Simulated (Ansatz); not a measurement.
TeSe:
```
TeSe
1.0
   -4.36059     0.00000     0.00000
   -0.11477    -0.15744   -10.93772
   -2.11846    -3.87188     0.00000
Te Se
3 3
Direct
  0.01117   0.00319   0.26280
  0.74713   0.82438   0.99699
  0.75111   0.33901   0.99080
  0.23928   0.65762   0.76429
  0.23857   0.17239   0.77045
  0.01274   0.50350   0.21467
```

Relaxed with r²SCAN+D4.

**Question.** Give the Bader charges and basin volumes of the independent atoms, r²SCAN+D4 in the plane-wave PAW code Ansatz.

**Answer.** 

| atom | Bader charge (e) | Bader volume (Å³) |
|---|---|---|
| Te1 | +0.17 | 33.2 |
| Te2 | +0.20 | 33.0 |
| Te3 | +0.38 | 32.7 |
| Se4 | -0.20 | 28.6 |
| Se5 | -0.37 | 28.9 |
| Se6 | -0.18 | 28.3 |

Space group P1. The first step of the workflow began from a Materials Project structure, measured or hypothetical; the Crystallography Open Database copy checked does not list it. Whether it is the stable phase at ambient conditions was not checked. The cell was relaxed with r²SCAN+D4; its stability against distortions is not shown here. Scalar-relativistic: spin–orbit coupling is off unless named, which matters more the heavier the elements.

Potentials: the later of the program's two PAW sets.
